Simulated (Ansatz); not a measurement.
An element in the fcc structure gives these cold pressures by all-electron LAPW under PBE (Ansatz 0.2.0, scalar-relativistic, no spin polarisation).

```tsv
V (Å³/atom)	P (GPa)
35.62	0.05
32.06	2.39
28.50	6.16
24.94	12.36
21.37	23.2
17.81	43.7
14.25	90.0
```

(1) Which element is it?

Answers

(1) Yb. Its zero-pressure volume in this structure is near 35.6 Å³/atom; the volume and the steepness of P(V) together point to it, though neighbours can come close. Neighbours weren't tried against these numbers.
